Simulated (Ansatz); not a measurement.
This cell of GaN (wurtzite) is off equilibrium:

```
CELL_PARAMETERS angstrom
      3.23549     0.00000     0.00000
     -1.61775     2.80202     0.00000
      0.00000     0.00000     5.26887
ATOMIC_POSITIONS crystal
  Ga 0.66667 0.33333 0.00099
  Ga 0.33333 0.66667 0.50099
  N  0.66667 0.33333 0.62421
  N  0.33333 0.66667 0.12421
```

All values below come from r2SCAN (plane waves to 500 eV, PAW, scalar-relativistic; Ansatz, a quantum-chemistry and plane-wave program). k mesh 12×12×7 (Γ-centred), Fermi-Dirac smearing 0.05 eV. E stands for the smeared free energy. Compression counts positive. GaN was relaxed with its symmetry unable to fall. The PAW data are Ansatz's earlier set.

### Question
Give the stress tensor in GPa and the pressure.

### Answer
```
   -8.6      0.0      0.0
    0.0     -8.6      0.0
    0.0      0.0     -8.6
```
The pressure, a third of the trace, is -8.6 GPa.

### Question
It is the relaxed cell scaled evenly to V/V₀ = 1.050, atoms relaxed where free. What is its energy relative to the relaxed cell?

### Answer
16.0 meV/atom.

(Under strain, the slope of the energy per volume gives the stress and its curvature an elastic modulus.)
